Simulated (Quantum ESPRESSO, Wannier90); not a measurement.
**Tight-binding from DFT: SrCd (CsCl type)**

Cell from Materials Project (mp-30496), symmetrised, no further relaxation. COD (Crystallography Open Database) has an entry of this formula and space group (matched by these alone). Level: PBEsol, no spin polarisation, no spin-orbit coupling; pw.x of Quantum ESPRESSO at 82 Ry with PseudoDojo potentials, 6×6×6 k-points, Wannier90. Density: 10×10×10 mesh, cold smearing 0.01 Ry.

The plane-wave run has 37 bands and 30 electrons a cell. On the energy scale of pw.x, whose zero is arbitrary, the Fermi level lies at 8.90 eV.

Input w.win, without the blocks of cell, atoms and k-points (216 lines):

```
num_bands = 29
num_wann = 19
exclude_bands = 1-8
num_iter = 800
conv_tol = 1.0e-6
conv_window = 4
dis_num_iter = 1000
dis_conv_tol = 1.0e-6
dis_froz_max = 10.40
write_hr = true
write_u_matrices = true
begin projections
Sr: s;p;d
Cd: s;p;d
end projections
mp_grid = 6 6 6
```

Q: Check the input against the numbers above: what is wrong, and how is it mended?

A: wannier90.x -pp stops with:
```
w90_readwrite_get_projections: too few projection functions defined
```
The projections block defines fewer trial orbitals than num_wann. Mended as below, all else unchanged, the run goes through (Ω_I = 23.9 Å²) and follows the plane-wave bands to 4.4 meV rms (states up to 1.0 eV relative to the Fermi level).
```
num_wann = 18
```
